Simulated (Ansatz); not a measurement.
K (bcc (W type), Im-3m) at seven volumes, the program Ansatz at the r²SCAN level (PAW), scaled uniformly. One row is withheld.

| V (Å³/atom) | P (GPa) |
|---|---|
| 69.519 | 0.39 |
| 71.811 | 0.24 |
| 74.102 | 0.11 |
| 76.394 | 0.00 |
| 78.686 | -0.10 |
| 80.978 | ? |
| 83.270 | -0.25 |

Problem. Fit the shown pressures and predict the withheld one.

Solution. P = (3/2)B₀(x^(7/2) − x^(5/2))[1 + (3/4)(B′ − 4)(x − 1)] with x = (V₀/V)^(2/3). Least squares on the six rows gives V₀ = 76.360 Å³/atom, B₀ = 3.4 GPa, B′ = 4.02. At V = 80.978, x = 0.9616 and P = -0.18 GPa. The run itself gave -0.18 GPa.

Symmetry was held in the r²SCAN relaxation; phonons on a q-mesh show no instability.

Potentials: the later of the program's two PAW sets.
